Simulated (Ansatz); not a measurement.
## Surface calculation: fcc Pt (111), 5 layers

The slab is cut from the fcc crystal, the stable phase, as relaxed on PAW files (14.76 Å³/atom), with 16 Å of vacuum and a dipole correction:

```yaml
crystal:
  lattice:
    - [2.75340, 0.00000, 0.00000]
    - [-1.37670, 2.38452, 0.00000]
    - [0.00000, 0.00000, 24.99260]
  atoms:
    - { symbol: Pt, position: [0.83333, 0.16667, 0.32010] }
    - { symbol: Pt, position: [0.16667, 0.83333, 0.41005] }
    - { symbol: Pt, position: [0.50000, 0.50000, 0.50000] }
    - { symbol: Pt, position: [0.83333, 0.16667, 0.58995] }
    - { symbol: Pt, position: [0.16667, 0.83333, 0.67990] }
```

Computed with Ansatz 0.2.0; functional LDA, scalar-relativistic. Settings: a Γ-centred 17×17×1 k mesh, Fermi–Dirac smearing of 0.05 eV, no spin polarisation. Methods: LAPW: all electrons, basis error target 1 meV/atom; PAW: frozen-core files, cutoff 420 eV.

The bulk energy comes from a cell in the slab's orientation on a 17×17×6 mesh. The surface energy is (E(slab) − N·E(bulk))/2A at zero smearing, the mean of both faces; thin slabs carry quantum-size effects.

Spin–orbit coupling is left out, which matters for the heavy atoms. The PAW files were made under PBE.

**Question.** As cut, the LAPW slab lies 1.663 eV above 5 atoms of bulk. What surface energy is that?

**Answer.** Over two faces of 6.57 Å² it is 126.6 meV/Å², and times 16.02 J/m² per eV/Å² that gives γ = 2.029 J/m².

```tsv
method	γ as cut (J/m²)	γ relaxed (J/m²)	Φ as cut (eV)	Φ relaxed (eV)
LAPW	2.029	2.023	6.05	6.05
```

**Question.** How do the spacings between the planes relax?

**Answer.** From the bottom face up: d12 +0.5 % of 2.248 Å, d23 -1.1 % of 2.248 Å, d34 -1.1 % of 2.248 Å, d45 +0.5 % of 2.248 Å.

**Question.** What changes if the images along the normal are cut off in place of the dipole correction?

**Answer.** LAPW then gives: no gap, work function 6.05 eV; PAW: no gap, work function 6.05 eV.

**Question.** What changes if relativity is switched off, at the same positions?

**Answer.** LAPW then gives: no gap, work function 5.54 eV.

**Question.** A 4f core hole is made on one atom of each kind in every 1×1 cell (PAW hole dataset, neutral cell, valence without spin). What does it cost by layer?

**Answer.** layer 1 71.56 eV, layer 2 71.97 eV, layer 3 72.13 eV. Shifts between layers mean more than the absolute values, and a whole layer of holes screens otherwise than one hole.
